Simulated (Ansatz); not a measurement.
ZrO2:
```yaml
crystal:
  lattice:
    - [5.15335, 0.00000, 0.00000]
    - [0.00000, 5.22526, 0.00000]
    - [-0.87094, 0.00000, 5.25981]
  atoms:
    - { symbol: Zr, position: [0.72390, 0.95783, 0.79016] }
    - { symbol: Zr, position: [0.27610, 0.04217, 0.20984] }
    - { symbol: Zr, position: [0.27610, 0.45783, 0.70984] }
    - { symbol: Zr, position: [0.72390, 0.54217, 0.29016] }
    - { symbol: O, position: [0.06877, 0.16727, 0.84480] }
    - { symbol: O, position: [0.93123, 0.83273, 0.15520] }
    - { symbol: O, position: [0.93123, 0.66727, 0.65520] }
    - { symbol: O, position: [0.06877, 0.33273, 0.34480] }
    - { symbol: O, position: [0.55028, 0.25726, 0.02234] }
    - { symbol: O, position: [0.44972, 0.74274, 0.97766] }
    - { symbol: O, position: [0.44972, 0.75726, 0.47766] }
    - { symbol: O, position: [0.55028, 0.24274, 0.52234] }
```

DFT-r²SCAN in the program Ansatz with PAW potentials gives a gap of 4.16 eV without spin–orbit coupling, maximum at Γ, minimum at Y2.

Q: What happens when spin–orbit coupling is switched on?

A: The gap stays essentially unchanged, to 4.16 eV; maximum at Γ, minimum at Y2.

Q: Give the hole effective mass with spin–orbit coupling.

A: 1.7, 2.3, 12 mₑ (principal values).

Space group P2_1/c. The cell was relaxed with r²SCAN under the symmetry of its start. No spin polarisation was allowed.

Potentials: the earlier of the program's two PAW sets. The files were generated under PBE; for other functionals the program regenerates the frozen cores, and for LDA and PBEsol the local potential too.
